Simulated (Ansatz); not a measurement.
An element in the fcc structure gives these cold pressures by all-electron LAPW under PBEsol (Ansatz 0.2.0, scalar-relativistic, no spin polarisation).

```csv
V (Å³/atom),P (GPa)
14.06,-0.04
13.22,27.8
12.37,67.6
11.25,148.8
10.12,281.6
9.00,503.6
7.73,953.1
6.33,1985
```

**Question.** Which element is it?

**Answer.** Ir. Its zero-pressure volume in this structure is near 14.1 Å³/atom; the volume and the steepness of P(V) together point to it, though neighbours can come close. This is the case that was computed; others weren't tested.
